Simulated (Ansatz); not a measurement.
## Data sheet: Co3C (DFT)

Co3C:
```
Co3C
1.0
    0.00000     2.66828     2.66828
    2.66828     0.00000     2.66828
    2.66828     2.66828     0.00000
C Co
1 3
Cartesian
  0.00000   0.00000   0.00000
  2.66828   2.66828   2.66828
  1.33414   1.33414   1.33414
  4.00243   4.00243   4.00243
```
The run is spin-polarised; directions of the spins, atom by atom: 0 ↑ ↑ ↑.

Space group Fm-3m (No. 225); conventional cell a = b = c = 5.3366 Å, α = β = γ = 90.00°.

Method: DFT-PBE in the program Ansatz with PAW potentials. The cell and atoms are relaxed at this level. Other levels are named where they apply.

**Cell and energy**

```yaml
volume_per_atom: 9.50 Å³
density: 8.25 g/cm³
Formation energy from the elements (no fitted shifts): 0.93 eV/atom
```

**Electronic structure**

```yaml
electronic_character: metallic (no gap)
Density of states at the Fermi level: 0.93 states/eV per atom (mean over ±0.08 eV)
```

**Magnetism**

```yaml
magnetic_order: ferromagnetic
net_moment: 1.10 μB per atom
```

**Mechanics**

```yaml
Bulk modulus (Birch–Murnaghan fit): 207 GPa
Pressure derivative B′: 5.0
```

A made-up cell: these elements were put on the sites of a structure type; neither database checked (COD, Materials Project) lists it. Whether it is the stable phase at ambient conditions was not checked. Symmetry was held in the PBE relaxation; its stability against distortions is not shown here. Spin order of the final state: ferromagnetic, the only order run, not a proven ground state. The references are the lowest solids computed at this level, not always the standard phases.

Potentials: the earlier of the program's two PAW sets.
